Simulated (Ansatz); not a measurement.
**Does relaxation matter for the field gradients of SiO2 with fluorine replacing O?**

Start: a supercell of SiO2 (quartz type, P3_121) built from a Materials Project structure (computed, not necessarily an observed phase), with all atoms left at the host's positions.

```yaml
crystal:
  lattice:
    - [-7.37245, 4.25649, 5.43130]
    - [7.37245, -4.25649, 5.43130]
    - [2.45748, 4.25649, -5.43130]
  atoms:
    - { symbol: Si, position: [0.26554, 0.26554, 0.53109] }
    - { symbol: Si, position: [0.76554, 0.76554, 0.53109] }
    - { symbol: Si, position: [0.76554, 0.26554, 0.03109] }
    - { symbol: Si, position: [0.26554, 0.76554, 0.03109] }
    - { symbol: Si, position: [0.56779, 0.33333, 0.23446] }
    - { symbol: Si, position: [0.06779, 0.83333, 0.23446] }
    - { symbol: Si, position: [0.06779, 0.33333, 0.73446] }
    - { symbol: Si, position: [0.56779, 0.83333, 0.73446] }
    - { symbol: Si, position: [0.16667, 0.40112, 0.23446] }
    - { symbol: Si, position: [0.66667, 0.90112, 0.23446] }
    - { symbol: Si, position: [0.66667, 0.40112, 0.73446] }
    - { symbol: Si, position: [0.16667, 0.90112, 0.73446] }
    - { symbol: F, position: [0.59914, 0.52706, 0.34131] }
    - { symbol: O, position: [0.09914, 0.02706, 0.34131] }
    - { symbol: O, position: [0.09914, 0.52706, 0.84131] }
    - { symbol: O, position: [0.59914, 0.02706, 0.84131] }
    - { symbol: O, position: [0.48703, 0.35242, 0.72122] }
    - { symbol: O, position: [0.98703, 0.85242, 0.72122] }
    - { symbol: O, position: [0.98703, 0.35242, 0.22122] }
    - { symbol: O, position: [0.48703, 0.85242, 0.22122] }
    - { symbol: O, position: [0.59117, 0.29786, 0.43747] }
    - { symbol: O, position: [0.09117, 0.79786, 0.43747] }
    - { symbol: O, position: [0.09117, 0.29786, 0.93747] }
    - { symbol: O, position: [0.59117, 0.79786, 0.93747] }
    - { symbol: O, position: [0.24217, 0.31425, 0.34131] }
    - { symbol: O, position: [0.74217, 0.81425, 0.34131] }
    - { symbol: O, position: [0.74217, 0.31425, 0.84131] }
    - { symbol: O, position: [0.24217, 0.81425, 0.84131] }
    - { symbol: O, position: [0.34631, 0.63961, 0.43747] }
    - { symbol: O, position: [0.84631, 0.13961, 0.43747] }
    - { symbol: O, position: [0.84631, 0.63961, 0.93747] }
    - { symbol: O, position: [0.34631, 0.13961, 0.93747] }
    - { symbol: O, position: [0.73419, 0.86880, 0.72122] }
    - { symbol: O, position: [0.23419, 0.36880, 0.72122] }
    - { symbol: O, position: [0.23419, 0.86880, 0.22122] }
    - { symbol: O, position: [0.73419, 0.36880, 0.22122] }
```

Sites (sets of like atoms) are named by element and the number of their first atom in this list.

All values are calculated (Ansatz; DFT, PBE, plane waves and PAW, scalar-relativistic, 420 eV cutoff, Γ-centred 3×3×4 k-points, Fermi–Dirac smearing 0.01 eV, cell charge +1), not measured.

The largest force at the start is 6.3 eV/Å. Relaxing the ions at fixed cell moves them by 0.158 Å at most (atom 2, Si) and 0.071 Å rms.

```json
{"site": "Si1", "atom": "1", "moved (Å)": "0.045", "first shell before": "4 O at 1.61–1.62 Å", "first shell after": "4 O at 1.62–1.63 Å", "V_zz before (10²¹ V/m²)": "0.83", "η before": "0.40"}
{"site": "Si2", "atom": "2", "moved (Å)": "0.158", "first shell before": "3 O at 1.61–1.62 Å, 1 F at 1.62 Å", "first shell after": "3 O at 1.58–1.59 Å, 1 F at 1.79 Å", "V_zz before (10²¹ V/m²)": "5.44", "η before": "0.23"}
{"site": "Si5", "atom": "5", "moved (Å)": "0.154", "first shell before": "1 F at 1.61 Å, 3 O at 1.61–1.62 Å", "first shell after": "3 O at 1.58–1.60 Å, 1 F at 1.75 Å", "V_zz before (10²¹ V/m²)": "5.27", "η before": "0.14"}
{"site": "Si8", "atom": "8", "moved (Å)": "0.054", "first shell before": "4 O at 1.61–1.62 Å", "first shell after": "4 O at 1.62–1.65 Å", "V_zz before (10²¹ V/m²)": "0.93", "η before": "0.86"}
{"site": "Si11", "atom": "11", "moved (Å)": "0.061", "first shell before": "4 O at 1.61–1.62 Å", "first shell after": "4 O at 1.62–1.64 Å", "V_zz before (10²¹ V/m²)": "0.93", "η before": "0.18"}
{"site": "Si12", "atom": "12", "moved (Å)": "0.078", "first shell before": "4 O at 1.61–1.62 Å", "first shell after": "4 O at 1.61–1.65 Å", "V_zz before (10²¹ V/m²)": "-1.38", "η before": "0.35"}
{"site": "F", "atom": "13", "moved (Å)": "0.063", "first shell before": "2 Si at 1.61–1.62 Å, angle 143°", "first shell after": "2 Si at 1.75–1.79 Å, angle 143°", "V_zz before (10²¹ V/m²)": "15.44", "η before": "0.21"}
{"site": "O18", "atom": "18", "moved (Å)": "0.108", "first shell before": "2 Si at 1.61–1.62 Å, angle 143°", "first shell after": "2 Si at 1.59–1.65 Å, angle 140°", "V_zz before (10²¹ V/m²)": "9.93", "η before": "0.16"}
{"site": "O21", "atom": "21", "moved (Å)": "0.060", "first shell before": "2 Si at 1.61–1.62 Å, angle 143°", "first shell after": "2 Si at 1.58–1.64 Å, angle 150°", "V_zz before (10²¹ V/m²)": "9.22", "η before": "0.48"}
{"site": "O32", "atom": "32", "moved (Å)": "0.045", "first shell before": "2 Si at 1.61–1.62 Å, angle 143°", "first shell after": "2 Si at 1.60–1.65 Å, angle 136°", "V_zz before (10²¹ V/m²)": "10.47", "η before": "0.12"}
```

Task: What are V_zz and η after the relaxation?

Result: 

```tsv
site	atom	V_zz after	η after	change of V_zz
Si1	1	0.63	0.35	-0.20
Si2	2	8.76	0.10	+3.32
Si5	5	8.22	0.11	+2.95
Si8	8	1.65	0.62	+0.72
Si11	11	1.44	0.41	+0.51
Si12	12	-2.10	0.15	-0.72
F	13	17.03	0.23	+1.59
O18	18	9.50	0.13	-0.43
O21	21	9.88	0.28	+0.66
O32	32	9.43	0.38	-1.04
```

The largest change of V_zz is on Si2, from 5.44 to 8.76. In per cent, |V_zz| changes by -23 to +79 on Si, +10 on F, -10 to +7 on O (all sites that start above 0.5). Where |V_zz| stays above 0.1 and the axes keep their order, η moves most on O32, from 0.12 to 0.38. On O18, Si12, Si11 V_xx and V_yy change places (or their axes turn by over 50°), so the two values of η hide a larger change. The table leaves out 26 of the 36 sites, with |V_zz| up to 10.31; their tensors move by 2.68 at most along any direction. The statements above cover all sites. The host's own positions weren't relaxed first, so part of the change far from the defect can be the host's relaxation.

The defect repeats with the cell of 36 atoms, so it feels its images: sites between two images don't show the values beside a lone defect, and zeros or small values of η there can come from the images' arrangement. O and Si carry a gradient in the pure host already, so the values there aren't the defect's effect alone. A uniform background compensates the cell's charge.
Before: The cell keeps the host's lattice, where the PBE pressure is 6 GPa (in a charged cell this depends on the convention for the mean potential). The neighbours have not yet relaxed around the defect (largest force 6.3 eV/Å), so the values at and beside it are those of a strained start, not of the defect in a real crystal.
